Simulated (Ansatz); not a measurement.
**Sn (Fd-3m): elastic constants by finite strains**

Computed with LDA, all-electron LAPW in Ansatz 0.2.0, scalar-relativistic; not a measurement.

The cell comes from a PAW relaxation under the same functional.

The structure is one entry of a database and needn't be the stable phase.

Command line:

```sh
ansatz run input.yaml --threads 1 --pin off --max-ram 2560MiB --backend cpu --events-out ev --progress --plain --runs-dir out
```

input.yaml:

```yaml
crystal:
  lattice:
    - [0.0, 3.23701390224, 3.23701390224]
    - [3.23701390224, 0.0, 3.23701390224]
    - [3.23701390224, 3.23701390224, 0.0]
  atoms:
    - { symbol: Sn, position: [0.5, 0.5, 0.5] }
    - { symbol: Sn, position: [0.75, 0.75, 0.75] }
kpoints:
  mp_grid: { grid: [12, 12, 12] }
scf:
  occupations: { method: fermi_dirac, width: 0.05 }
hamiltonian:
  xc: lda
  pseudopotentials: { kind: all_electron, lapw: { basis_error: 0.0005 } }
elastic:
  mode: relaxed_ion
  stencil: two_point
  amplitude: 0.008
```

Output (shortened where marked):

```
Warning: RAYON_NUM_THREADS=1 ignored (pool sized by the plan → 1); use --threads N
LAPW: plane waves up to 8.832 Å⁻¹, error target 5.0e-4 eV per atom; small_component_spin mean_spin; Sn in spheres of 1.360 Å, 22 of its electrons in bands, Dirac shells [] (how accurate: ...
Engine: ansatz 0.2.0, aarch64-unknown-linux-gnu
Pseudopotentials: kind: all_electron
Pseudopotential: Sn, LAPW, valence charge 22, lapw/all_electron/scalar/gaussian/Sn, Koelling and Harmon's equation, gaussian nucleus
Functional definition: SPW92
  exchange = slater_x
  correlation = pw_c
Crystal: 2 atoms, lattice volume = 67.837 Å³
Basis set: ecut = 297.1941496090344 eV, 749 PW (Γ), exchange–correlation at level 2
Bands: 27, of which v1, the nominal top of the filled ones, is band 22 counted from 1 (21 counted from 0)
Symmetry: 48 space group operations
Space group: Fd-3m (ITA 227), of the structure as read, at distance tolerance 4.1e-5 Å
k-points: 72 of 1728
Non-local potential: Sn, projectors of the file, none
Initial density: superposition of atomic densities (chi_scale 0.1, normalization cell)
Initial wavefunctions: plane waves of lowest kinetic energy (no species holds an atomic orbital)
[... 175 lines left out ...]
        -0.000      0.000     -0.000     -0.000      0.000     26.548
  reference stress σ⁰ (GPa):     -0.003     -0.003     -0.003      0.000     -0.000      0.000
  no Pulay correction (none for the plane-wave cutoff is built on LAPW): the batch's stresses and constants are at fixed plane waves
  C* (energy form; C + prestress term) asymmetry max|C*_kj − C*_jk| = 1.421e-14 GPa — a small one proves nothing (zero by symmetry where the batch's group is 432, −43m or m−3m); a large one is finite-difference/SCF noise where ...
  moduli (Voigt/Reuss/Hill, GPa): K = 44.74/44.74/44.74   G = 22.17/20.73/21.45   E = 55.47   ν = 0.293
  mechanically stable: yes (min eigenvalue of sym C = 26.55 GPa)
  where every solve meets its electron count the energy-path curvature estimates C_jj along a normal strain and C_jj − ¼(σ⁰_aa + σ⁰_bb) along a shear (ab), closely only under elastic.basis: deformed
  strain η (Voigt 11):  stress-route row diagonal C_11 = 65.53 GPa, energy-path curvature d²(F+E_count)/dδ²/Ω₀ = 65.52 GPa
         δ    σ_11 (GPa)             F (eV)   n_scf  n_hpsi   n_pw
    -8.000e-3      -0.5351     -335889.8104227       7  123001    817   relax 0 steps, max|allowed force component| 7.37e-18 eV/Å
     8.000e-3       0.5134     -335889.8104629       7  122768    817   relax 0 steps, max|allowed force component| 6.94e-18 eV/Å
  strain η (Voigt 23):  stress-route row diagonal C_44 = 26.55 GPa, energy-path curvature d²(F+E_count)/dδ²/Ω₀ = 26.50 GPa
         δ    σ_23 (GPa)             F (eV)   n_scf  n_hpsi   n_pw
    -8.000e-3      -0.2124     -335889.8109715       2   62470    817   relax 4 steps, max|allowed force component| 3.07e-6 eV/Å
     8.000e-3       0.2124     -335889.8109715       2   62610    817   relax 3 steps, max|allowed force component| 8.15e-7 eV/Å
```

Self-consistency was reached.

### Elastic constants

Elastic constants of a crystal by Kohn-Sham DFT: slopes of the stress over finite engineering strains of the given cell, Voigt indices, Cartesian axes as in the input.

```
Pressure at rest         : 0.003 GPa
Least elastic eigenvalue : 26.55 GPa
Elastically stable       : yes
```

```csv
index,elastic (GPa)
11,65.53
12,34.34
44,26.55
```

Strained cells:

Stress of each strained cell less that at rest, tension positive.

```csv
strain component,strain,stress xx (GPa),stress yy (GPa),stress zz (GPa),stress yz (GPa),stress xz (GPa),stress xy (GPa),relaxation steps
xx,-0.008,-0.5317,-0.283,-0.283,0,0,0,0
xx,0.008,0.5168,0.2664,0.2664,0,0,0,0
yz,-0.008,-0.0001,-0.0001,-0.0001,-0.2124,0,0,4
yz,0.008,-0.0001,-0.0001,-0.0001,0.2124,0,0,3
```

Elastic moduli:

Hill averages of a grain aggregate, Debye temperature from the mean sound speed over directions.

```json
{
  "Bulk modulus": "44.74 GPa",
  "Shear modulus": "21.45 GPa",
  "Young modulus": "55.47 GPa",
  "Poisson ratio": "0.2933",
  "Bulk over shear modulus": "2.086",
  "Elastic anisotropy index": "0.3476",
  "Least young modulus": "41.92 GPa",
  "Largest young modulus": "66.49 GPa",
  "Longitudinal sound speed": "3552 m/s",
  "Transverse sound speed": "1921 m/s",
  "Elastic debye temperature": "196.2 K",
  "Linear compressibility (x, y, z)": "7.451, 7.451, 7.451 1/TPa",
  "Zener ratio": "1.702",
  "Cauchy pressure": "7.79 GPa"
}
```

Limits of these numbers: responses of metals move with mesh and smearing.

Time and hardware: 15 min on 1 thread of Arm Neoverse V2, on a shared host, peak memory 1.2 GiB.
